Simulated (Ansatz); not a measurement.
AgI:
Space group Pm-3m (No. 221); a = b = c = 3.7414 Å, α = β = γ = 90.00°

```
atom  site  symmetry       x       y       z
----  ----  --------  ------  ------  ------
Ag      1a      m-3m  0.0000  0.0000  0.0000
I       1b      m-3m  0.5000  0.5000  0.5000
```

Relaxed with PBEsol. PBEsol (plane waves, PAW; program Ansatz) gives no gap.

Problem. What gap does HSE06 give on the same cell (Ansatz, PAW)?

Solution. 1.02 eV. The hybrid was solved on a coarser mesh and at special points; its gap is the smallest among all of these. On such a mesh it can open a false gap in a semimetal.

| k | v1 PBEsol | c1 PBEsol | v1 HSE06 | c1 HSE06 |
|---|---|---|---|---|
| Γ | -1.45 | -0.16 | -1.45 | 1.02 |
| R | -1.25 | 2.15 | (withheld) | (withheld) |
| M | -0.30 | 0.07 | (withheld) | (withheld) |
| X | 0.00 | 3.50 | (withheld) | (withheld) |

Problem. Top valence (v1) and lowest conduction level (c1) in eV from each method's valence maximum (which need not be a listed point): supply the withheld HSE06 values.

Solution. 
- R, v1 HSE06: -1.55
- R, c1 HSE06: 3.12
- X, v1 HSE06: 0.00
- X, c1 HSE06: 4.64
- M, v1 HSE06: -0.23
- M, c1 HSE06: 1.09

Cost on shared cores: the PBEsol run (SCF on a 11×11×11 mesh, then bands and DOS) very roughly 30 core-seconds, the HSE06 run (SCF on 6×6×6, then a few points) very roughly 120 core-seconds; the tasks are unlike.

The workflow started from a Materials Project entry (that database holds measured and hypothetical structures alike); the Crystallography Open Database copy checked does not list it. It is not the phase usual at ambient conditions (space group No. 186, 216). Symmetry was held in the PBEsol relaxation. At this level the phase is mechanically unstable. The run is not spin-polarised. Its formation energy is positive at this level, so the cell may be metastable or incomplete. Spin–orbit coupling is left out wherever it is not named.

Potentials: the earlier of the program's two PAW sets.
